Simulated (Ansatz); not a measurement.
The start is a relaxed CeO2 cell with every coordinate shifted by Gaussian noise of σ = 0.1 Å. The structure is fully relaxed (lattice and positions, P = 0) with r2SCAN (plane waves to 500 eV, PAW, scalar-relativistic; Ansatz, a quantum-chemistry and plane-wave program). First-step values are on the input's coarse k-mesh.

Ansatz input (later rounds restart from its end on a renewed k-mesh):
Ansatz 0.2 input:
```yaml
crystal:
  lattice:
    - [0, 2.7186845196, 2.7186845196]
    - [2.7186845196, 0, 2.7186845196]
    - [2.7186845196, 2.7186845196, 0]
  atoms:
    - { symbol: Ce, position: [0.0059461397, -0.0304809016, 0.0220548686] }
    - { symbol: O, position: [0.2256114363, 0.2098516833, 0.2805797905] }
    - { symbol: O, position: [0.7773545675, 0.763299528, 0.7082066908] }
basis: { ecutwfc: 500, ecutrho_ratio: 4, xc_grid: 4, fft_grid_basis: typed }
kpoints: { mp_grid: { grid: [7, 7, 7] } }
hamiltonian:
  xc: r2scan
  dispersion: none
  pseudopotentials: { kind: paw }
scf: { occupations: { method: fermi_dirac, width: 0.05 } }
relax: { f_tol: 0.01, max_steps: 100, cell: { stress_tol: 0.02 } }
output: { forces: true, stress: true }
```

```json
{
 "initial_pressure": "+3.3 GPa (positive: the cell is compressed)",
 "energy_released": "100 meV/atom",
 "relative_to_the_parent": "It relaxes back to the parent, Fm-3m (No. 225)",
 "band_gap_at_the_end": "2.20 eV, indirect (valence top at k = (0, 0.2727, -0.2727), conduction bottom at L) (no spin-orbit coupling)",
 "optimiser_moves": "4"
}
```

Relaxed structure:

```cif
data_Ce4O8
_chemical_formula_sum 'Ce4 O8'
_space_group_name_H-M_alt 'Fm-3m'
_space_group_IT_number 225
_space_group_name_Hall '-F 4 2 3'
_cell_length_a 5.43737
_cell_length_b 5.43737
_cell_length_c 5.43737
_cell_angle_alpha 90.000
_cell_angle_beta 90.000
_cell_angle_gamma 90.000
loop_
_atom_site_label
_atom_site_type_symbol
_atom_site_symmetry_multiplicity
_atom_site_Wyckoff_symbol
_atom_site_fract_x
_atom_site_fract_y
_atom_site_fract_z
_atom_site_occupancy
Ce1 Ce 4 b 0.50000 0.50000 0.50000 1
O1 O 8 c 0.25000 0.25000 0.25000 1
```
(The calculation used a cell of 3 atoms; values per cell refer to that cell.)

Final values are on a 11×11×11 k-mesh of the relaxed cell. No spin polarisation in the result. No Hubbard U is applied. The f-shell occupation is the one the SCF fell into and was not checked against other states.
